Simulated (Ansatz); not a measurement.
Si:
```cif
data_Si8
_chemical_formula_sum 'Si8'
_space_group_name_H-M_alt 'P63/mmc'
_space_group_IT_number 194
_space_group_name_Hall '-P 6c 2c'
_cell_length_a 3.83340
_cell_length_b 3.83340
_cell_length_c 12.58933
_cell_angle_alpha 90.000
_cell_angle_beta 90.000
_cell_angle_gamma 120.000
loop_
_atom_site_label
_atom_site_type_symbol
_atom_site_symmetry_multiplicity
_atom_site_Wyckoff_symbol
_atom_site_fract_x
_atom_site_fract_y
_atom_site_fract_z
_atom_site_occupancy
Si1 Si 4 f 0.33333 0.66667 0.15590 1
Si2 Si 4 e 0.00000 0.00000 0.09326 1
```

Relaxed with PBEsol. 

HSE06 on this cell (Ansatz, an electronic-structure program, PAW) gives a gap of 1.12 eV. What does PBEsol give?

0.44 eV.

Cost on shared cores: the PBEsol run (SCF on a 8×8×3 mesh, then bands and DOS) around 30 core-seconds (rough), the HSE06 run (SCF on 5×5×2, then a few points) about 110 core-seconds (a rough figure); the tasks are unlike.

Space group P6_3/mmc. The start of the workflow was typed in or built on a structure type; the Crystallography Open Database copy checked does not list it. It is not the phase usual at ambient conditions (space group No. 227). The PBEsol relaxation kept the symmetry of its start; whether a distortion lowers the energy is not shown.

Potentials: the later of the program's two PAW sets.

Ansatz is a plane-wave DFT program.
